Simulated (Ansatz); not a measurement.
**Computed properties of InPd₃**

InPd3:
```cif
data_InPd3
_chemical_formula_sum 'In1 Pd3'
_space_group_name_H-M_alt 'P 1'
_space_group_IT_number 1
_cell_length_a 3.93119
_cell_length_b 3.93119
_cell_length_c 3.93119
_cell_angle_alpha 90.000
_cell_angle_beta 90.000
_cell_angle_gamma 90.000
loop_
_space_group_symop_operation_xyz
  'x, y, z'
loop_
_atom_site_label
_atom_site_type_symbol
_atom_site_fract_x
_atom_site_fract_y
_atom_site_fract_z
_atom_site_occupancy
In1 In 0.00000 0.00000 0.00000 1
Pd1 Pd 0.50000 0.50000 0.00000 1
Pd2 Pd 0.00000 0.50000 0.50000 1
Pd3 Pd 0.50000 0.00000 0.50000 1
```

Space group Pm-3m (No. 221), Cu3Au type; conventional cell a = 3.9312 Å, b = 3.9312 Å, c = 3.9312 Å, α = 90.00°, β = 90.00°, γ = 90.00°.

Method: plane-wave PAW LDA (Ansatz code). Structure relaxed to zero pressure with the same functional. Other levels are named where they apply.

### Cell and energy

```
Quantity                                                            Result
-----------------------------------------------------  -------------------
Volume per atom                                                   15.19 Å³
Density                                                        11.86 g/cm³
Formation energy from the elements (no fitted shifts)  -44 kJ/mol of atoms
```

### Electronic structure

```
Quantity                                                                    Result
------------------------------------  --------------------------------------------
Electronic character                                             metallic (no gap)
Density of states at the Fermi level  0.82 states/eV per atom (mean over ±0.08 eV)
```

### Mechanics

```
Quantity                                                                      Result
--------------------------------------------  --------------------------------------
Bulk modulus (Birch–Murnaghan fit)                                           191 GPa
Pressure derivative B′                                                           5.3
Elastic constants (relaxed ions, GPa)               C11 = 226, C12 = 174, C44 = 82.0
Mechanical stability                          stable (all eigenvalues of C positive)
Hill bulk and shear moduli                                          191 and 52.0 GPa
Young's modulus                                                              143 GPa
Poisson's ratio                                                                 0.38
Debye temperature from the elastic constants                                   284 K
```

### Phonons

```
Property                                       Result
-----------------------------  ----------------------
Highest zone-centre frequency                213 cm⁻¹
Zone-centre stability          no imaginary mode at Γ
```

The workflow started from a Materials Project entry (that database holds measured and hypothetical structures alike); the Crystallography Open Database copy checked does not list it. With In and Pd taken as one species the cell has the higher symmetry Fm-3m, so it may be an ordered model of a mixed-site phase. Its standing as an ambient phase is unchecked. The LDA relaxation kept the symmetry of its start. No spin polarisation was allowed. As this level gives no gap, shear constants depend on the k-mesh and smearing (Fermi–Dirac, 0.1 eV here). As this level gives no gap, phonon frequencies hold no LO–TO term and depend on the k-mesh and smearing (Fermi–Dirac, 0.1 eV here). The references are the lowest solids computed at this level, not always the standard phases. Spin–orbit coupling is left out wherever it is not named.

Potentials: the later of the program's two PAW sets.
